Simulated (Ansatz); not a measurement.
Relaxed-ion elastic tensor of MgS (rock salt, Fm-3m) in GPa (Voigt order), LDA in the plane-wave PAW code Ansatz; density 2.77 g/cm³, 16.87 Å³ per atom.

```
 164  43.0  43.0   0.0   0.0   0.0
43.0   164  43.0   0.0   0.0   0.0
43.0  43.0   164   0.0   0.0   0.0
 0.0   0.0   0.0  57.0   0.0   0.0
 0.0   0.0   0.0   0.0  57.0   0.0
 0.0   0.0   0.0   0.0   0.0  57.0
```

Is the crystal mechanically stable?

Yes: the smallest eigenvalue of C is 57.0 GPa.

Work out the Voigt, Reuss and Hill averages.

K_V = 83.3, K_R = 83.3, K_H = 83.3; G_V = 58.4, G_R = 58.3, G_H = 58.3 GPa.

Give Young's modulus, Poisson's ratio, Pugh's ratio and the universal anisotropy index.

E = 9KG/(3K + G) = 142 GPa; ν = 0.22; K/G = 1.43 (brittle by the Pugh limit of 1.75); A_U = 5G_V/G_R + K_V/K_R − 6 = 0.00.

Estimate the sound speeds and the Debye temperature.

v_l = √((K + 4G/3)/ρ) = 7620 m/s, v_t = √(G/ρ) = 4590 m/s, mean 5070 m/s; Θ = (h/k)(3n/4πV)^(1/3) v_m = 589 K.

Give the Zener ratio and Young's modulus along [100], [110] and [111].

A = 2C44/(C11 − C12) = 0.94; 1/E = S11 − 2(S11 − S12 − S44/2)Γ with Γ = 0, 1/4, 1/3 gives 146, 141, 139 GPa.

Solve the Christoffel equation for the three sound speeds along [100], [110], [111].

Eigenvalues of C_ijkl n_j n_l equal ρv². In km/s, slowest first: [100] 4.53, 4.53, 7.68; [110] 4.53, 4.67, 7.60; [111] 4.62, 4.62, 7.58.

Symmetry was held in the LDA relaxation; phonons on a q-mesh show no instability.

Potentials: the later of the program's two PAW sets.
